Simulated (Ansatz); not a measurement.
Steps from a short run of molecular dynamics on a 2×2×1 supercell (12 atoms) of PtS2 (CdI2 type), relaxed with r2SCAN+rVV10; forces from PBEsol in the plane-wave code Ansatz, 3×3×4 mesh, Fermi-Dirac smearing of 0.086 eV, constant energy and volume (NVE), started at 1000 K. Spin polarisation is off, nuclei are classical, and the run is far too short for thermal averages.

Cell vectors in Å:
```
 7.1053  0.0000  0.0000
-3.5526  6.1534  0.0000
 0.0000  0.0000  5.1227
```

Question: At 18 fs the positions in Å are
```
Pt   0.022  -0.028  -0.002
S    0.028   2.264   1.296
S    1.871   1.096   3.888
Pt  -1.808   3.047   0.013
S   -1.799   5.157   1.258
S    0.019   3.882   3.846
Pt   3.569   0.027  -0.020
S    3.521   2.065   1.350
S    5.325   1.038   4.031
Pt   1.750   3.102  -0.031
S    1.797   5.065   1.162
S    3.570   4.078   3.905
```
What are the forces, and how far does the free energy (smearing included) lie above that of step 0, with the atoms on their sites?

Answer: 73.1 meV an atom; forces in eV/Å:
```
Pt   0.099   1.125   0.306
S   -0.375  -1.812  -0.427
S   -0.879  -0.795   0.268
Pt   0.262   0.903   1.006
S    0.508  -0.240  -0.786
S   -0.803   1.965  -0.057
Pt  -0.403  -1.074   0.939
S    0.142   0.064  -1.030
S    0.445  -0.418  -1.082
Pt   1.349  -0.807   0.654
S   -0.295   1.028   0.340
S   -0.050   0.061  -0.131
```

Question: At 30 fs positions (Å), velocities (Å/fs) and forces (eV/Å) are
```
Pt  0.0369 -0.0374 -0.0012    0.0013 -0.0004  0.0002    0.0683  1.2704  0.2557
S   0.0294  2.3192  1.3201   -0.0006  0.0010  0.0012   -0.3392 -1.9877 -0.4594
S   1.8922  1.1046  3.8957   -0.0001 -0.0008  0.0010   -1.0565 -0.8516  0.1534
Pt -1.8266  3.0338  0.0296   -0.0014 -0.0008  0.0017    0.5298  1.1183  0.9798
S  -1.7903  5.1643  1.2401    0.0018  0.0001 -0.0027    0.5579 -0.3333 -0.6333
S  -0.0054  3.8292  3.8125   -0.0035 -0.0006 -0.0028   -0.7265  2.0795  0.0533
Pt  3.5764  0.0366 -0.0266    0.0005  0.0004 -0.0002   -0.5312 -1.2262  1.1382
S   3.5069  2.0774  1.3812   -0.0009  0.0012  0.0007    0.1476  0.0895 -1.1043
S   5.3429  1.0278  4.0709    0.0023 -0.0016  0.0008    0.4123 -0.3110 -1.4564
Pt  1.7427  3.1131 -0.0460   -0.0002  0.0006 -0.0011    1.3627 -0.9111  0.7779
S   1.7968  5.0703  1.1345   -0.0006  0.0024 -0.0014   -0.3059  1.0085  0.5474
S   3.5797  4.0656  3.9055    0.0006 -0.0010 -0.0004   -0.1192  0.0547 -0.2523
```
Where are the atoms one step (3 fs) later, and what forces do they feel?

Answer:
```
Pt  0.0408 -0.0384 -0.0006    0.0556  1.2694  0.2382
S   0.0273  2.3196  1.3231   -0.2862 -1.9545 -0.4912
S   1.8905  1.1010  3.8990   -1.0465 -0.7979  0.1273
Pt -1.8308  3.0318  0.0348    0.6153  1.0975  0.8594
S  -1.7843  5.1641  1.2310    0.5235 -0.3381 -0.5359
S  -0.0168  3.8302  3.8041   -0.6041  2.0074  0.1636
Pt  3.5777  0.0376 -0.0270   -0.5288 -1.2156  1.0852
S   3.5043  2.0811  1.3817    0.1296  0.0759 -1.0922
S   5.3504  1.0226  4.0714    0.3350 -0.2210 -1.4390
Pt  1.7425  3.1147 -0.0490    1.2220 -0.8628  0.7794
S   1.7946  5.0789  1.1310   -0.2752  0.8783  0.5500
S   3.5814  4.0627  3.9040   -0.1402  0.0614 -0.2448
```
The temperature goes from 132.5 to 148.9 K.

Question: At 36 fs the positions in Å are
```
Pt   0.045  -0.039   0.000
S    0.024   2.315   1.325
S    1.886   1.095   3.903
Pt  -1.835   3.030   0.040
S   -1.777   5.163   1.221
S   -0.030   3.837   3.796
Pt   3.579   0.038  -0.027
S    3.502   2.085   1.379
S    5.359   1.017   4.068
Pt   1.743   3.116  -0.052
S    1.792   5.090   1.129
S    3.583   4.060   3.902
```
What are the forces, and how far does the free energy (smearing included) lie above that of step 0, with the atoms on their sites?

Answer: 96.4 meV an atom; forces in eV/Å:
```
Pt   0.037   1.254   0.222
S   -0.221  -1.896  -0.529
S   -1.012  -0.720   0.102
Pt   0.708   1.052   0.696
S    0.468  -0.334  -0.417
S   -0.456   1.907   0.294
Pt  -0.515  -1.185   0.989
S    0.104   0.051  -1.069
S    0.234  -0.115  -1.379
Pt   1.042  -0.796   0.775
S   -0.230   0.709   0.536
S   -0.160   0.074  -0.221
```

Question: At 48 fs positions (Å), velocities (Å/fs) and forces (eV/Å) are
```
Pt  0.0604 -0.0352  0.0036    0.0013  0.0006  0.0004   -0.1732  1.0284  0.1901
S   0.0087  2.2459  1.3161   -0.0013 -0.0086 -0.0019    0.0833 -1.4204 -0.6676
S   1.8425  1.0556  3.9191   -0.0050 -0.0040  0.0014   -0.5789 -0.2270 -0.0374
Pt -1.8469  3.0285  0.0652   -0.0007  0.0001  0.0021    1.1105  0.7384 -0.2851
S  -1.7368  5.1500  1.1711    0.0037 -0.0016 -0.0041    0.0437 -0.2202  0.2393
S  -0.0899  3.9104  3.7759   -0.0050  0.0089 -0.0005    0.2108  1.2751  0.8286
Pt  3.5810  0.0350 -0.0225    0.0001 -0.0005  0.0005   -0.4200 -0.8522  0.2465
S   3.4952  2.1006  1.3415   -0.0006  0.0012 -0.0048   -0.0519 -0.1675 -0.8349
S   5.3954  0.9939  4.0200    0.0028 -0.0016 -0.0058   -0.2760  0.3106 -0.7974
Pt  1.7478  3.1181 -0.0589    0.0005  0.0000 -0.0004    0.1715 -0.4944  0.7158
S   1.7756  5.1476  1.1347   -0.0014  0.0050  0.0013    0.0761 -0.1521  0.3954
S   3.5830  4.0520  3.8889   -0.0003 -0.0004 -0.0012   -0.1958  0.1812  0.0066
```
Where are the atoms one step (3 fs) later, and what forces do they feel?

Answer:
```
Pt  0.0642 -0.0331  0.0047   -0.2790  0.9216  0.1871
S   0.0048  2.2181  1.3096    0.1524 -1.2358 -0.6787
S   1.8268  1.0433  3.9232   -0.3941 -0.0734 -0.0941
Pt -1.8488  3.0290  0.0714    1.2034  0.6506 -0.5749
S  -1.7256  5.1451  1.1592   -0.1006 -0.1698  0.4309
S  -0.1046  3.9387  3.7756    0.3620  1.0680  0.9272
Pt  3.5811  0.0332 -0.0209   -0.4001 -0.7200  0.0087
S   3.4934  2.1038  1.3259   -0.0960 -0.2484 -0.7297
S   5.4036  0.9896  4.0015   -0.3918  0.3847 -0.5980
Pt  1.7495  3.1180 -0.0598   -0.0365 -0.4358  0.6860
S   1.7715  5.1625  1.1391    0.1670 -0.3590  0.3531
S   3.5818  4.0510  3.8852   -0.1865  0.2173  0.0824
```
The temperature goes from 476.4 to 540.1 K.

Question: At 78 fs the positions in Å are
```
Pt   0.085  -0.006   0.017
S    0.001   1.908   1.188
S    1.710   0.971   3.923
Pt  -1.839   3.042   0.102
S   -1.679   5.099   1.155
S   -0.159   4.238   3.889
Pt   3.574   0.011  -0.016
S    3.459   2.080   1.146
S    5.410   1.005   3.826
Pt   1.755   3.110  -0.058
S    1.774   5.209   1.206
S    3.557   4.076   3.882
```
What are the forces, and how far does the free energy (smearing included) lie above that of step 0, with the atoms on their sites?

Answer: 68.8 meV an atom; forces in eV/Å:
```
Pt  -1.530  -1.436  -0.720
S    0.226   2.033   0.568
S    1.222   0.885  -0.649
Pt   1.272   0.066  -2.107
S   -0.772   0.313   1.140
S    0.893  -1.800   0.153
Pt  -0.254   0.967  -0.389
S    0.095  -0.469   0.756
S   -0.521   0.318   0.924
Pt  -1.034  -0.174   0.076
S    0.272  -0.905  -0.150
S    0.131   0.202   0.396
```

Question: At 90 fs the positions in Å are
```
Pt   0.079  -0.003   0.017
S    0.017   1.860   1.149
S    1.725   0.991   3.885
Pt  -1.820   3.050   0.093
S   -1.708   5.095   1.230
S   -0.123   4.288   3.969
Pt   3.568   0.009  -0.019
S    3.445   2.036   1.099
S    5.373   1.038   3.796
Pt   1.748   3.104  -0.054
S    1.797   5.168   1.233
S    3.551   4.103   3.907
```
What are the forces, and how far does the free energy (smearing included) lie above that of step 0, with the atoms on their sites?

Answer: 79.1 meV an atom; forces in eV/Å:
```
Pt  -1.294  -1.949  -1.381
S    0.017   3.003   1.213
S    0.774   0.522  -0.243
Pt   0.794   0.057  -1.655
S   -0.438   0.311   0.382
S    0.619  -2.966  -0.832
Pt  -0.169   1.415   0.503
S    0.483   0.135   1.138
S   -0.197   0.087   1.106
Pt  -0.795  -0.127  -0.073
S   -0.033  -0.432  -0.358
S    0.238  -0.056   0.197
```
